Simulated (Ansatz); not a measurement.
Equation of state of Zr2Ga

A database entry relaxed whole under r2SCAN (I4/mcm):

```
CELL_PARAMETERS angstrom
-3.35465 3.35465 2.71809
3.35465 -3.35465 2.71809
3.35465 3.35465 -2.71809
ATOMIC_POSITIONS crystal
Zr 0.65415 0.15415 0.80829
Zr 0.15415 0.34585 0.50000
Zr 0.34585 0.84585 0.19171
Zr 0.84585 0.65415 0.50000
Ga 0.25000 0.25000 0.00000
Ga 0.75000 0.75000 0.00000
```

The cell was scaled uniformly, its shape held, and the atoms relaxed at each volume with plane-wave PAW DFT (Ansatz 0.2.0; r2SCAN, 500 eV, 8×8×8 Γ-centred mesh, fermi-dirac occupations of width 0.100 eV; no spin, no spin-orbit coupling). One row is withheld.

```csv
volume (Å³/atom),energy over the lowest (meV/atom),pressure (GPa)
19.169,26.7,7.70
19.577,11.1,4.89
19.984,2.4,2.33
20.392,0.0,0.00
20.800,3.2,-2.12
21.208,?,?
21.616,24.7,-5.81
```

Problem. Fit the pressures of the other rows to the third-order Birch-Murnaghan form.

Solution. With f = [(V₀/V)^(2/3) − 1]/2 and P = 3B₀f(1 + 2f)^(5/2)[1 + 3(B₀′ − 4)f/2], least squares gives V₀ = 20.39 Å³ an atom, B₀ = 111 GPa and B₀′ = 3.7; the rows miss the fit by less than 0.01 GPa. The slope of the energies differs from these pressures by 0.19 GPa, since they are taken to zero smearing while pressures follow the free energy.

Problem. What does the withheld row hold?

Solution. The fit gives -4.05 GPa at 21.208 Å³; the run gave -4.05 GPa and 11.6 meV an atom.

Caveats: the shape of the cell was held, so B₀ is an upper bound where the axes differ in stiffness; 0 K, fixed nuclei; the symmetry was kept, and this need not be the phase that is stable at 0 K; one mesh for all volumes; pressure is positive in compression.
